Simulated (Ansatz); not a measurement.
## Notes on Nb$_{3}$AlH$_{4}$

```
Nb Al H
1.0
     3.14486    0.00000    0.00000
     0.00000    3.16848    0.00000
     0.00000    0.00000    8.56961
Nb Al H
3 1 4
Direct
  0.50000 0.00000 0.00000
  0.00000 0.00000 0.29923
  0.00000 0.00000 0.70077
  0.50000 0.50000 0.50000
  0.00000 0.50000 0.10770
  0.00000 0.50000 0.89230
  0.50000 0.50000 0.22140
  0.50000 0.50000 0.77860
```

Level: PBE, no spin polarisation; 420 eV; 10×10×4 Γ-centred mesh; fermi-dirac occupations (width 0.1445 eV); Ansatz 0.2.0, fixed geometry.

Is there a gap?

It is a metal, with about 6.8 states/eV a cell as the mean within 0.25 eV of the Fermi level, mostly Nb d (83 %).

Describe some of the short contacts.

H–H at 1.85 Å: least valence density 0.21 e/Å³ and ELF 0.30 there. Nb–H at 2.28 Å: least valence density 0.24 e/Å³ and ELF 0.19 there. Both are smooth PAW fields, read partly inside the augmentation spheres.

How is the charge shared?

Bader charges in e: Nb +0.35 to +0.70, Al +0.22, H -0.40. In the mean Nb gives up most and H takes most.

Is it stable against the elements?

0.32 eV an atom against the elements' usual phases (free molecules for gases, crystals otherwise, with no correction for O₂ or N₂), so at this geometry it isn't bound against them. Relaxing would lower it.

What does the stress say?

The pressure is -9.3 GPa (compression positive), so with the atoms held at these fractions the cell would first shrink; the forces are large, so a full relaxation may end otherwise. The principal stresses -16.7, -7.2, -3.9 GPa differ, so its shape would change too.

Origin: a known structure type with other elements, at an estimated volume, so it need not be a known compound.
